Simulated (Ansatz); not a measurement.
AlAs:
```
CELL_PARAMETERS angstrom
      0.00000     2.86418     2.86418
      2.86418     0.00000     2.86418
      2.86418     2.86418     0.00000
ATOMIC_POSITIONS crystal
  As 0.75000 0.75000 0.75000
  Al 0.00000 0.00000 0.00000
```

x, y and z are the axes in which the lattice vectors are written.

**Question.** Give the high-frequency dielectric tensor and the Born effective charge tensors of the independent atoms from DFPT, PBE in the plane-wave PAW code Ansatz.

**Answer.** 
ε∞:
```
9.50  0.00  0.00
0.00  9.50  0.00
0.00  0.00  9.50
```
Z* of atom 1 (As), rows: field, columns: displacement, in e:
```
-2.16   0.00   0.00
 0.00  -2.16   0.00
 0.00   0.00  -2.16
```
Z* of atom 2 (Al), rows: field, columns: displacement, in e:
```
2.16  0.00  0.00
0.00  2.16  0.00
0.00  0.00  2.16
```

Static charges for comparison (Bader): As1 -1.95, Al2 +1.95 e. Born charges measure polarisation by displacement and can exceed these by far.

Space group F-43m (zinc blende). Symmetry was held in the PBE relaxation; phonons on a q-mesh show no instability. Scalar-relativistic: spin–orbit coupling is off unless named, which matters more the heavier the elements.

Potentials: the later of the program's two PAW sets.
